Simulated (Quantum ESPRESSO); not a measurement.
Band energies of MgS

```xyz
2
Lattice="0.0000 2.7981 2.7981 2.7981 0.0000 2.7981 2.7981 2.7981 0.0000" Properties=species:S:1:pos:R:3 pbc="T T T"
Mg     0.0000     0.0000     0.0000
S      1.3991     1.3991     1.3991
```

LDA (Quantum ESPRESSO, PseudoDojo norm-conserving, 84 Ry, scalar-relativistic); path ΓXWKΓLUWLK,UX; energies in eV from the valence-band maximum.

| k (1/Å) | point | band 4 | band 5 | band 6 | band 7 | band 8 | band 9 | band 10 | band 11 |
|---|---|---|---|---|---|---|---|---|---|
| 0.00 | Γ | -40.46 | -11.38 | 0.00 | 0.00 | 0.00 | 3.35 | 7.83 | 7.83 |
| 0.34 |  | -40.46 | -11.20 | -0.96 | -0.27 | -0.27 | 4.55 | 7.09 | 8.45 |
| 0.79 |  | -40.46 | -10.61 | -2.55 | -0.91 | -0.91 | 4.30 | 5.83 | 9.56 |
| 1.12 | X | -40.46 | -10.37 | -2.99 | -1.10 | -1.10 | 3.63 | 5.47 | 11.21 |
| 1.24 |  | -40.46 | -10.37 | -2.96 | -1.16 | -1.14 | 3.76 | 5.60 | 10.98 |
| 1.57 |  | -40.46 | -10.36 | -2.54 | -1.83 | -1.40 | 5.12 | 7.21 | 8.80 |
| 1.68 | W | -40.46 | -10.36 | -2.43 | -1.97 | -1.43 | 5.37 | 7.94 | 8.04 |
| 2.08 | K | -40.46 | -10.39 | -2.64 | -2.02 | -0.87 | 4.62 | 6.88 | 9.57 |
| 2.48 |  | -40.46 | -10.64 | -2.58 | -1.50 | -0.37 | 6.24 | 6.76 | 7.90 |
| 2.88 |  | -40.46 | -11.13 | -1.39 | -0.43 | -0.05 | 4.82 | 7.38 | 8.11 |
| 3.17 |  | -40.46 | -11.36 | -0.14 | -0.03 | 0.00 | 3.50 | 7.78 | 7.86 |
| 3.27 | Γ | -40.46 | -11.38 | 0.00 | 0.00 | 0.00 | 3.35 | 7.83 | 7.83 |
| 3.60 |  | -40.46 | -11.21 | -1.14 | -0.10 | -0.10 | 4.39 | 7.59 | 8.09 |
| 4.03 |  | -40.46 | -10.72 | -3.03 | -0.31 | -0.31 | 5.02 | 7.64 | 7.64 |
| 4.24 | L | -40.46 | -10.62 | -3.33 | -0.35 | -0.35 | 4.98 | 7.50 | 7.50 |
| 4.44 |  | -40.46 | -10.58 | -3.24 | -0.70 | -0.42 | 5.41 | 6.83 | 7.79 |
| 4.74 |  | -40.46 | -10.45 | -2.79 | -1.78 | -0.70 | 5.16 | 7.15 | 8.82 |
| 4.93 | U | -40.46 | -10.39 | -2.64 | -2.02 | -0.87 | 4.62 | 6.88 | 9.57 |
| 5.13 |  | -40.46 | -10.38 | -2.56 | -1.98 | -1.14 | 5.01 | 7.10 | 8.99 |
| 5.33 | W | -40.46 | -10.36 | -2.43 | -1.97 | -1.43 | 5.37 | 7.94 | 8.04 |
| 5.53 |  | -40.46 | -10.40 | -2.58 | -1.92 | -1.11 | 5.50 | 7.24 | 8.22 |
| 5.92 |  | -40.46 | -10.58 | -3.23 | -0.70 | -0.43 | 5.42 | 6.80 | 7.82 |
| 6.12 | L | -40.46 | -10.62 | -3.33 | -0.35 | -0.35 | 4.98 | 7.50 | 7.50 |
| 6.21 |  | -40.46 | -10.61 | -3.31 | -0.42 | -0.36 | 5.08 | 7.30 | 7.55 |
| 6.55 |  | -40.46 | -10.48 | -2.90 | -1.57 | -0.64 | 5.37 | 6.98 | 8.79 |
| 6.81 | K | -40.46 | -10.39 | -2.64 | -2.02 | -0.87 | 4.62 | 6.88 | 9.57 |
| 6.81 | U | -40.46 | -10.39 | -2.64 | -2.02 | -0.87 | 4.62 | 6.88 | 9.57 |
| 7.21 | X | -40.46 | -10.37 | -2.99 | -1.10 | -1.10 | 3.63 | 5.47 | 11.21 |

The LDA gap is direct, 3.35 eV at Γ.

Geometry relaxed with LDA.

This is not the ordinary phase of the substance; no match was found in the copy of COD used, and its stability was not checked.
